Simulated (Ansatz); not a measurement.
**Property card for Sc**

Sc:
```xyz
4
Lattice="3.2418 0.0000 0.0000 -1.6209 2.8074 0.0000 0.0000 0.0000 10.3613" Properties=species:S:1:pos:R:3 pbc="T T T"
Sc     0.0000     0.0000     0.0000
Sc     0.0000     0.0000     5.1807
Sc     0.0000     1.8716     2.5903
Sc     1.6209     0.9358     7.7710
```

Space group P6_3/mmc (No. 194), dhcp (α-La type); conventional cell a = 3.242 Å, b = 3.242 Å, c = 10.361 Å, α = 90.00°, β = 90.00°, γ = 120.00°.

Method: PBEsol in the plane-wave PAW code Ansatz. The cell and atoms are relaxed at this level. Other levels are named where they apply.

**Cell and energy**

```
Quantity              Value
---------------  ----------
Volume per atom    23.57 Å³
Density          3.17 g/cm³
```

**Electronic structure**

```
Item                                                                        Value
------------------------------------  -------------------------------------------
Electronic character                                            metallic (no gap)
Density of states at the Fermi level  1.9 states/eV per atom (mean over ±0.08 eV)
```

**Mechanics**

```
Property                                                                                         Result
--------------------------------------------  ---------------------------------------------------------
Bulk modulus (Birch–Murnaghan fit)                                                             54.7 GPa
Pressure derivative B′                                                                              3.1
Elastic constants (relaxed ions, GPa)         C11 = 93.1, C12 = 40.3, C13 = 31.4, C33 = 104, C44 = 26.5
Mechanical stability                                             stable (all eigenvalues of C positive)
Hill bulk and shear moduli                                                            55.2 and 28.2 GPa
Young's modulus                                                                                72.2 GPa
Poisson's ratio                                                                                    0.28
Debye temperature from the elastic constants                                                      345 K
```

**Phonons**

```
Item                                           Result
-----------------------------  ----------------------
Highest zone-centre frequency                215 cm⁻¹
Zone-centre stability          no imaginary mode at Γ
```

The start of the workflow was typed in or built on a structure type. Its sites differ from those of the usual phase in this space group: another stacking or structure type. The PBEsol relaxation kept the symmetry of its start. No spin polarisation was allowed. As this level gives no gap, shear constants depend on the k-mesh and smearing (Fermi–Dirac, 0.1 eV here). As this level gives no gap, phonon frequencies hold no LO–TO term and depend on the k-mesh and smearing (Fermi–Dirac, 0.1 eV here). Axis ratios of metals converge slowly with the k-mesh, so a and c are less sure than the volume.

Potentials: the earlier of the program's two PAW sets. The files were generated under PBE; for other functionals the program regenerates the frozen cores, and for LDA and PBEsol the local potential too.
